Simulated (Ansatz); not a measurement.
Sheets of one type (MA2Z4 (octahedral core, outer Z over the far inner Z)-type), r²SCAN+D4 (plane waves, PAW; program Ansatz); HSE06 gaps on those cells.

| layer | a (Å) | thickness (Å) |
|---|---|---|
| ZrAs4Ge2 | (withheld) | (withheld) |
| ScAs4Ge2 | 3.794 | 10.08 |
| HfAs4Ge2 | 3.826 | 9.94 |
| TiAs4Ge2 | 3.750 | 9.81 |
| ZrGe2P4 | 3.685 | 9.61 |

Problem. What belongs in the gaps?

Solution. 
- ZrAs4Ge2, a (Å): 3.827
- ZrAs4Ge2, thickness (Å): 10.02

Began spin-polarised and lost the moments: ScAs4Ge2, MA2Z4 (octahedral core, outer Z over the far inner Z)-type layer. All cells were relaxed under the symmetry of their starts (and spin orders); stability against distortions was not tested throughout. Rows with no word on spin ran without spin polarisation. Scalar-relativistic: spin–orbit coupling is off unless named, which matters more the heavier the elements. Constructed layers (a layer type filled with these elements): ZrAs4Ge2, MA2Z4 (octahedral core, outer Z over the far inner Z)-type layer; ScAs4Ge2, MA2Z4 (octahedral core, outer Z over the far inner Z)-type layer; HfAs4Ge2, MA2Z4 (octahedral core, outer Z over the far inner Z)-type layer; TiAs4Ge2, MA2Z4 (octahedral core, outer Z over the far inner Z)-type layer; ZrGe2P4, MA2Z4 (octahedral core, outer Z over the far inner Z)-type layer.

Potentials: the later of the program's two PAW sets.
